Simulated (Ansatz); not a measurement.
# ZrS: clamped-ion strain scan

All numbers below come from DFT r2SCAN, scalar-relativistic, plane waves, PAW (Ansatz 0.2.0). Cutoff 500 eV, Γ-centred 16×16×16 k-points, Gaussian smearing of 0.15 eV. No spin polarisation. Energies are free energies at this smearing, counted from the undisturbed cell; pressure is positive in compression.

The starting cell (as given, not relaxed at this level; it stands at -2.0 GPa, and it needn't be the usual structure):

```yaml
crystal:
  lattice:
    - [0.00000, 2.62500, 2.62500]
    - [2.62500, 0.00000, 2.62500]
    - [2.62500, 2.62500, 0.00000]
  atoms:
    - { symbol: Zr, position: [0.00000, 0.00000, 0.00000] }
    - { symbol: S, position: [0.50000, 0.50000, 0.50000] }
```

The cell is strained by ε times the Voigt pattern (1, -1, 0, 0, 0, 0) (xx, yy, zz, yz, xz, xy; engineering shear) with fractional coordinates fixed. The cell is metallic on the mesh throughout.

| ε | ΔE (meV/atom) | stress summed along the pattern (GPa, tension positive) | pressure (GPa) |
| --- | --- | --- | --- |
| -0.0600 | 109.5 | -32.85 | 2.4 |
| -0.0300 | 26.8 | -16.07 | -0.9 |
| 0.0000 | 0.0 | 0.00 | -2.0 |
| 0.0150 | 6.6 | 7.89 | -1.7 |
| 0.0450 | 60.9 | 24.12 | 0.4 |
| 0.0525 | 83.3 | ? | ? |

By symmetry 0.0600 repeats -0.0600, -0.0450 repeats 0.0450, 0.0300 repeats -0.0300, -0.0150 repeats 0.0150 in energy; the slope of the energy along the path changes sign there.

(1) Give the withheld values.

Results:

(1) stress summed along the pattern (GPa, tension positive) at ε = 0.0525: 28.31; pressure (GPa) at ε = 0.0525: 1.3.